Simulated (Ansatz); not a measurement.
# Property card for TbMg3

TbMg3:
```xyz
4
Lattice="0.0000 3.6579 3.6579 3.6579 0.0000 3.6579 3.6579 3.6579 0.0000" Properties=species:S:1:pos:R:3 pbc="T T T"
Mg     3.6579     3.6579     3.6579
Tb     0.0000     0.0000     0.0000
Mg     1.8290     1.8290     1.8290
Mg     5.4869     5.4869     5.4869
```
The run is spin-polarised; directions of the spins, atom by atom: 0 ↑ 0 0.

Space group Fm-3m (No. 225); conventional cell a = 7.316 Å, b = 7.316 Å, c = 7.316 Å, α = 90.00°, β = 90.00°, γ = 90.00°.

Method: DFT-r²SCAN in the program Ansatz with PAW potentials. The cell and atoms are relaxed at this level. Other levels are named where they apply.

### Cell and energy

```json
{
  "volume_per_atom": "24.47 Å³",
  "density": "3.93 g/cm³"
}
```

### Electronic structure

```json
{
  "electronic_character": "metallic (no gap)",
  "Density of states at the Fermi level": "0.63 states/eV per atom (mean over ±0.08 eV)"
}
```

### Magnetism

```json
{
 "magnetic_order": "ferromagnetic",
 "net_moment": "1.56 μB per atom"
}
```

The workflow started from an entry of the Crystallography Open Database (COD). Its standing as an ambient phase is unchecked. The r²SCAN relaxation kept the symmetry of its start; whether a distortion lowers the energy is not shown. Magnetic state: ferromagnetic, the only order run, not a proven ground state. The cell computed holds one magnetic atom, so no antiferromagnetic order was within reach. Caveat: open 4f shells can settle in a state that is not the lowest. Other orbital occupations within this spin state were not tried. No Hubbard U is applied. Spin–orbit coupling is left out wherever it is not named.

Potentials: the later of the program's two PAW sets.
